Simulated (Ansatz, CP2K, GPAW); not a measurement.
**One calculation of AlSn, 3 ways**

```xyz
2
Lattice="4.1981 0.0000 0.0000 -2.0991 3.6357 0.0000 0.0000 0.0000 3.3068" Properties=species:S:1:pos:R:3 pbc="T T T"
Sn    0.0000    0.0000    1.6534
Al    2.0991    1.2119    0.0000
```

The cell comes from a database or a generator and needn't be the stable form of this composition.

Alike in all runs: task single point; functional RPBE; k mesh 7 × 7 × 8; occupations gaussian, width 0.02 eV; no spin polarisation; no spin-orbit coupling. Pressure is positive in compression and, in plane waves, holds the error of the finite cutoff.

```tsv
program and potentials	plane-wave cutoff (eV)	notes	pressure (GPa)
CP2K, POTENTIAL_UZH Sn GTH-PBE-q4, Al GTH-PBE-q3; TZVP-MOLOPT-PBE-GTH basis	-	atomic basis; potentials made for PBE; 3.5 valence electrons an atom on average	1.07
Ansatz, all-electron LAPW, scalar-relativistic	-	-	?
GPAW, the program's PAW data sets (release 1.2.1) made for this functional	600	8.5 valence electrons an atom on average	1.41
```

Task: Estimate from the other rows what the run with Ansatz, all-electron LAPW, scalar-relativistic gave.

Result: Pressure 1.52 GPa. The other rows, which needn't bracket it: pressure 1.07 to 1.41.
